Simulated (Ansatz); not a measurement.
Be2C:
```xyz
3
Lattice="0.0000 2.1554 2.1554 2.1554 0.0000 2.1554 2.1554 2.1554 0.0000" Properties=species:S:1:pos:R:3 pbc="T T T"
Be     3.2330     3.2330     3.2330
Be     1.0777     1.0777     1.0777
C      0.0000     0.0000     0.0000
```

Cartesian axes are those of the cell as given.

**Question.** Give the high-frequency dielectric tensor and the Born effective charge tensors of the independent atoms from DFPT, plane-wave PAW PBEsol (Ansatz code).

**Answer.** 
ε∞:
```
6.98  0.00  0.00
0.00  6.98  0.00
0.00  0.00  6.98
```
Z* of atom 1 (Be), rows: field, columns: displacement, in e:
```
1.53  0.00  0.00
0.00  1.53  0.00
0.00  0.00  1.53
```
Z* of atom 3 (C), rows: field, columns: displacement, in e:
```
-3.06   0.00   0.00
 0.00  -3.06   0.00
 0.00   0.00  -3.06
```

Space group Fm-3m (fluorite or antifluorite type). The PBEsol relaxation kept the symmetry of its start.

Potentials: the later of the program's two PAW sets.
